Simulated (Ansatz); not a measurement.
CdS:
```cif
data_Cd2S2
_chemical_formula_sum 'Cd2 S2'
_space_group_name_H-M_alt 'P63mc'
_space_group_IT_number 186
_space_group_name_Hall 'P 6c -2c'
_cell_length_a 4.16469
_cell_length_b 4.16469
_cell_length_c 6.76806
_cell_angle_alpha 90.000
_cell_angle_beta 90.000
_cell_angle_gamma 120.000
loop_
_atom_site_label
_atom_site_type_symbol
_atom_site_symmetry_multiplicity
_atom_site_Wyckoff_symbol
_atom_site_fract_x
_atom_site_fract_y
_atom_site_fract_z
_atom_site_occupancy
Cd1 Cd 2 b 0.33333 0.66667 0.00007 1
S1 S 2 b 0.33333 0.66667 0.37693 1
```

Relaxed with r²SCAN.

### Question
Which orbitals make up the states near the band edges in the program Ansatz at the r²SCAN level (PAW)?

### Answer
Top 1 eV of the valence band: S 3p 90 %, Cd 4d 6 %. Bottom 1 eV of the conduction band: Cd 5s 59 %, S 3s 22 %, S 3p 16 %. Projections are on Löwdin-orthogonalised atomic valence shells; empty p or d shells of many metals are not among them.

### Question
Tabulate the density of states.

### Answer
States/eV per cell of 4 atoms, in 0.25 eV bins, energy from the valence-band maximum.

| E (eV) | total | Cd 4d | S 3p | Cd 5s |
|---|---|---|---|---|
| -7.85 | 18.22 | 16.98 | 1.18 | 0.03 |
| -7.60 | 27.48 | 26.25 | 1.04 | 0.12 |
| -7.35 | 23.42 | 23.13 | 0.13 | 0.07 |
| -7.10 | 6.39 | 5.77 | 0.11 | 0.12 |
| -6.85 | 4.49 | 4.00 | 0.03 | 0.03 |
| -6.60 | 0.00 | 0.00 | 0.00 | 0.00 |
| -6.35 | 0.00 | 0.00 | 0.00 | 0.00 |
| -6.10 | 0.00 | 0.00 | 0.00 | 0.00 |
| -5.85 | 0.00 | 0.00 | 0.00 | 0.00 |
| -5.60 | 0.00 | 0.00 | 0.00 | 0.00 |
| -5.35 | 0.00 | 0.00 | 0.00 | 0.00 |
| -5.10 | 0.00 | 0.00 | 0.00 | 0.00 |
| -4.85 | 0.00 | 0.00 | 0.00 | 0.00 |
| -4.60 | 0.00 | 0.00 | 0.00 | 0.00 |
| -4.35 | 0.01 | 0.00 | 0.00 | 0.00 |
| -4.10 | 1.44 | 0.04 | 0.97 | 0.40 |
| -3.85 | 5.18 | 0.15 | 3.42 | 1.49 |
| -3.60 | 2.64 | 0.12 | 1.72 | 0.66 |
| -3.35 | 2.05 | 0.12 | 1.34 | 0.46 |
| -3.10 | 1.24 | 0.08 | 0.82 | 0.24 |
| -2.85 | 1.16 | 0.07 | 0.84 | 0.16 |
| -2.60 | 1.85 | 0.09 | 1.51 | 0.14 |
| -2.35 | 2.31 | 0.12 | 1.93 | 0.13 |
| -2.10 | 2.70 | 0.13 | 2.32 | 0.10 |
| -1.85 | 3.68 | 0.18 | 3.23 | 0.09 |
| -1.60 | 3.67 | 0.19 | 3.24 | 0.07 |
| -1.35 | 4.18 | 0.23 | 3.71 | 0.05 |
| -1.10 | 6.36 | 0.36 | 5.71 | 0.04 |
| -0.85 | 4.58 | 0.28 | 4.11 | 0.02 |
| -0.60 | 2.76 | 0.18 | 2.49 | 0.01 |
| -0.35 | 1.63 | 0.12 | 1.48 | 0.00 |
| -0.10 | 0.56 | 0.04 | 0.51 | 0.00 |
| 0.15 | 0.00 | 0.00 | 0.00 | 0.00 |
| 0.40 | 0.00 | 0.00 | 0.00 | 0.00 |
| 0.65 | 0.00 | 0.00 | 0.00 | 0.00 |
| 0.90 | 0.00 | 0.00 | 0.00 | 0.00 |
| 1.15 | 0.00 | 0.00 | 0.00 | 0.00 |
| 1.40 | 0.00 | 0.00 | 0.00 | 0.00 |
| 1.65 | 0.00 | 0.00 | 0.00 | 0.00 |
| 1.90 | 0.02 | 0.00 | 0.00 | 0.01 |
| 2.15 | 0.06 | 0.00 | 0.01 | 0.03 |
| 2.40 | 0.09 | 0.00 | 0.02 | 0.05 |
| 2.65 | 0.14 | 0.00 | 0.03 | 0.08 |
| 2.90 | 0.21 | 0.00 | 0.04 | 0.12 |
| 3.15 | 0.30 | 0.00 | 0.07 | 0.17 |
| 3.40 | 0.57 | 0.00 | 0.12 | 0.32 |
| 3.65 | 0.98 | 0.00 | 0.20 | 0.51 |
| 3.90 | 2.23 | 0.00 | 0.41 | 1.04 |
| 4.15 | 2.35 | 0.00 | 0.45 | 1.08 |
| 4.40 | 3.09 | 0.01 | 0.59 | 1.28 |
| 4.65 | 2.71 | 0.00 | 0.54 | 1.12 |
| 4.90 | 1.80 | 0.00 | 0.38 | 0.71 |
| 5.15 | 1.30 | 0.00 | 0.28 | 0.49 |
| 5.40 | 0.50 | 0.00 | 0.07 | 0.11 |
| 5.65 | 2.12 | 0.00 | 0.24 | 0.35 |
| 5.90 | 4.98 | 0.01 | 0.43 | 0.55 |
| 6.15 | 3.38 | 0.01 | 0.29 | 0.36 |
| 6.40 | 2.85 | 0.00 | 0.20 | 0.25 |

Space group P6_3mc (wurtzite). The cell was relaxed with r²SCAN under the symmetry of its start. Scalar-relativistic: spin–orbit coupling is off unless named, which matters more the heavier the elements.

Potentials: the earlier of the program's two PAW sets.
